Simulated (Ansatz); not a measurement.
## HfO2 with Ti replacing Hf: do the settings matter for the field gradients?

This input was run with Ansatz:

```yaml
crystal:
  lattice:
    - [0.0, 5.115, 5.115]
    - [5.115, 0.0, 5.115]
    - [5.115, 5.115, 0.0]
  atoms:
    - { symbol: Ti, position: [0.0, 0.0, 0.0] }
    - { symbol: Hf, position: [0.0, 0.0, 0.5] }
    - { symbol: Hf, position: [0.0, 0.5, 0.0] }
    - { symbol: Hf, position: [0.0, 0.5, 0.5] }
    - { symbol: Hf, position: [0.5, 0.0, 0.0] }
    - { symbol: Hf, position: [0.5, 0.0, 0.5] }
    - { symbol: Hf, position: [0.5, 0.5, 0.0] }
    - { symbol: Hf, position: [0.5, 0.5, 0.5] }
    - { symbol: O, position: [0.125, 0.125, 0.125] }
    - { symbol: O, position: [0.125, 0.125, 0.625] }
    - { symbol: O, position: [0.125, 0.625, 0.125] }
    - { symbol: O, position: [0.125, 0.625, 0.625] }
    - { symbol: O, position: [0.625, 0.125, 0.125] }
    - { symbol: O, position: [0.625, 0.125, 0.625] }
    - { symbol: O, position: [0.625, 0.625, 0.125] }
    - { symbol: O, position: [0.625, 0.625, 0.625] }
    - { symbol: O, position: [0.375, 0.375, 0.375] }
    - { symbol: O, position: [0.375, 0.375, 0.875] }
    - { symbol: O, position: [0.375, 0.875, 0.375] }
    - { symbol: O, position: [0.375, 0.875, 0.875] }
    - { symbol: O, position: [0.875, 0.375, 0.375] }
    - { symbol: O, position: [0.875, 0.375, 0.875] }
    - { symbol: O, position: [0.875, 0.875, 0.375] }
    - { symbol: O, position: [0.875, 0.875, 0.875] }
kpoints:
  mp_grid: { grid: [3, 3, 3] }
scf:
  occupations: { method: fermi_dirac, width: 0.01 }
  algorithm: density_mixing
hamiltonian:
  xc: pbe
  pseudopotentials: { kind: paw }
  hubbard: { sites: [{ species: Hf, l: d, u_eff: 6.0 }], double_counting: amf }
output:
  forces: true
  stress: true
  populations: true
  efg:
    quadrupole_moments_barn: { Ti: 0.247, Hf: 3.365, O: -0.02558 }
    contact_densities: true
```

It converged. Of its output the block on the nuclei alone is shown, without the SCF iterations, energies, forces and stress (one atom of each set):

```
--- PAW observables at the nuclei: V_zz in 10²¹ V/m², potentials from the cell's mean, atoms counted from 1 ---
  atom   1  Ti V_zz =    -0.000000   η = 0.0000   by run symmetry: forbidden   C_q = -0.0000 MHz
            electrostatic potential = -2530.805452 V   contact ρ = 56787.044907 e/Å³
  atom   2  Hf V_zz =    -0.433501   η = 0.2204   by run symmetry: allowed   C_q = -35.2719 MHz
            electrostatic potential = -14179.232862 V   contact ρ = 7528558.889948 e/Å³
  atom   8  Hf V_zz =    -0.000000   η = 0.0000   by run symmetry: forbidden   C_q = -0.0000 MHz
            electrostatic potential = -14179.176539 V   contact ρ = 7528558.652417 e/Å³
  atom   9  O  V_zz =    +1.943676   η = 0.0000   by run symmetry: allowed   C_q = -1.2022 MHz
            electrostatic potential = -630.350965 V   contact ρ = 2156.827928 e/Å³
  atom  12  O  V_zz =    +0.221781   η = 0.0000   by run symmetry: allowed   C_q = -0.1372 MHz
            electrostatic potential = -630.407469 V   contact ρ = 2156.232973 e/Å³
```

Task: Can these gradients be trusted, and how do they compare with a run on standard settings?

Result: As results of these settings, within the limits told below. Against the standard input the change is `scf.algorithm`: not typed → density_mixing; `hamiltonian.hubbard`: not typed → {sites: [{species: Hf, l: d, u_eff: 6.0}], double_counting: amf}. A site carries the number of its first atom; V_zz in 10²¹ V/m².

```
site  atom  V_zz standard  η standard  V_zz here  η here
  Ti     1           0.00           –       0.00       –
 Hf2     2          -0.74        0.28      -0.43    0.22
  O9     9           2.26        0.00       1.94    0.00
 O12    12           0.24        0.00       0.22    0.00
```

The largest change of V_zz is on O9, from 2.26 to 1.94. In per cent, |V_zz| changes by -41 on Hf, -14 on O (all sites that start above 0.5). Other sites without a gradient aren't listed. SCF iterations: 9 and 13.

On the reference run: The defect repeats with the cell of 24 atoms, so it feels its images: sites between two images don't show the values beside a lone defect, and zeros or small values of η there can come from the images' arrangement. This high-symmetry form of HfO2 is unstable when cold, to shifts of the oxygen columns, towards the tetragonal form. The symmetry of the cell holds that distortion back, wholly or in part, and it would change the field gradients, the more the larger the distortion. Without spin–orbit coupling the gradients at and beside Hf can be off by some per cent, at some sites by more. The cell keeps the host's lattice, where the PBE pressure is -6 GPa. The neighbours have not yet relaxed around the defect (largest force 0.66 eV/Å), so a real crystal will differ.
